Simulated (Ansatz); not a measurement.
ZrGeS (space group P4/nmm)

```xyz
6
Lattice="3.6019 0.0000 0.0000 0.0000 3.6019 0.0000 0.0000 0.0000 7.9879" Properties=species:S:1:pos:R:3 pbc="T T T"
Zr     0.0000     1.8010     5.7791
Zr     1.8010     0.0000     2.2088
Ge     1.8010     1.8010     0.0000
Ge     0.0000     0.0000     0.0000
S      0.0000     1.8010     3.0330
S      1.8010     0.0000     4.9550
```

The slice is a (001) plane (indices of the conventional cell) through the point (0.500, 0.000, 0.620) (fractional), spanned by u = [100] and v = [010] in vectors of this cell: u (3.60 Å) and v (3.60 Å, at 90° to u). It covers one period; positions are fractions (u, v).

Computed with PBEsol (plane waves to 420 eV, PAW, scalar-relativistic; Ansatz, a program for electronic structure). k mesh 13×13×6. These are valence fields of a PAW run, semicore shells included where kept as valence: close to a nucleus they are smooth pseudo fields. ZrGeS is run without spin polarisation. ZrGeS was relaxed with its symmetry unable to fall.

Problem. Sketch the electrostatic potential energy of an electron, from the cell's mean on this plane as a map.

Solution. 
```
v \ u  0.00  0.10  0.20  0.30  0.40  0.50  0.60  0.70  0.80  0.90
-----  ----  ----  ----  ----  ----  ----  ----  ----  ----  ----
0.90      x     x     x   5.8   8.5   8.7   8.5   5.8     x     x
0.75      x     x   5.1   5.4   3.3   2.0   3.3   5.4   5.1     x
0.60    9.2   8.5   5.7  <1.0     x     x     x  <1.0   5.7   8.5
0.45    9.6   8.7   5.3  <1.0     x     x     x  <1.0   5.3   8.7
0.30    5.1   5.8   6.2   3.9  <1.0  <1.0  <1.0   3.9   6.2   5.8
0.15      x     x     x   6.3   7.4   7.3   7.4   6.3     x     x
0.00      x     x     x   5.1   9.2   9.7   9.2   5.1     x     x
```

Values: electrostatic potential energy of an electron, from the cell's mean, in eV. Points within 1 Å of a nucleus are blanked (x), as the pseudised field means little there. Values under 1 eV are set to 1. The zero, the cell's mean, hangs on the PAW cores.
